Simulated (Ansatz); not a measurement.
A relaxed structure of K. Calculation: r2SCAN (plane waves to 500 eV, PAW, scalar-relativistic; Ansatz, an electronic-structure program).

```xyz
1
Lattice="-2.6721 2.6721 2.6721 2.6721 -2.6721 2.6721 2.6721 2.6721 -2.6721" Properties=species:S:1:pos:R:3 pbc="T T T"
K      0.0000     0.0000     0.0000
```

### Question
Find the space group and the Wyckoff positions (tolerance 0.01 Å).

### Answer
Space group Im-3m (No. 229); a = b = c = 5.3442 Å, α = β = γ = 90.00°

```tsv
atom	site	symmetry	x	y	z
K	2a	m-3m	0.0000	0.0000	0.0000
```

This is the bcc (W type).

### Question
Give the shortest distances between elements (the closest pairs, up to four, under 3.6 Å).

### Answer
.

```yaml
volume_per_atom: 76.32 Å³
band_gap: zero (metallic)
```

No spin polarisation in the result.

The run could not lose the symmetry of its start.
